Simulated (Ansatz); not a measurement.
Sn₂Au:
```yaml
crystal:
  lattice:
    - [0.00000, 4.22165, 4.22165]
    - [4.22165, 0.00000, 4.22165]
    - [4.22165, 4.22165, 0.00000]
  atoms:
    - { symbol: Sn, position: [0.62500, 0.62500, 0.62500] }
    - { symbol: Sn, position: [0.12500, 0.62500, 0.62500] }
    - { symbol: Sn, position: [0.62500, 0.12500, 0.62500] }
    - { symbol: Sn, position: [0.62500, 0.62500, 0.12500] }
    - { symbol: Au, position: [0.25000, 0.25000, 0.25000] }
    - { symbol: Au, position: [0.00000, 0.00000, 0.00000] }
```

Relaxed with PBEsol.

**Question.** Decompose the optical modes at the zone centre into irreducible representations, and say which are infrared and Raman allowed.

**Answer.** Point group m-3m: Γ_opt = A2u + Eu + 2T1u + T2g + T2u. Infrared: T1u. Raman: T2g.

**Question.** Assign frequencies (DFPT, PBEsol in the plane-wave PAW code Ansatz).

**Answer.** T2u 86i, T1u 51i, T2g 43i, Eu 69, T1u 144, A2u 239 cm⁻¹.

Space group Fd-3m (cubic Laves (MgCu2 type)). The cell is a constructed one: a structure type filled with these elements; neither database checked (COD, Materials Project) lists it. COD files the formula under space group No. 61. Its standing as an ambient phase is unchecked. The cell was relaxed with PBEsol under the symmetry of its start. At this level the phase is dynamically unstable (imaginary phonons). As this level gives no gap, phonon frequencies hold no LO–TO term and depend on the k-mesh and smearing (Fermi–Dirac, 0.1 eV here). Spin–orbit coupling is left out wherever it is not named.

Potentials: the earlier of the program's two PAW sets. The files were generated under PBE; for other functionals the program regenerates the frozen cores, and for LDA and PBEsol the local potential too.
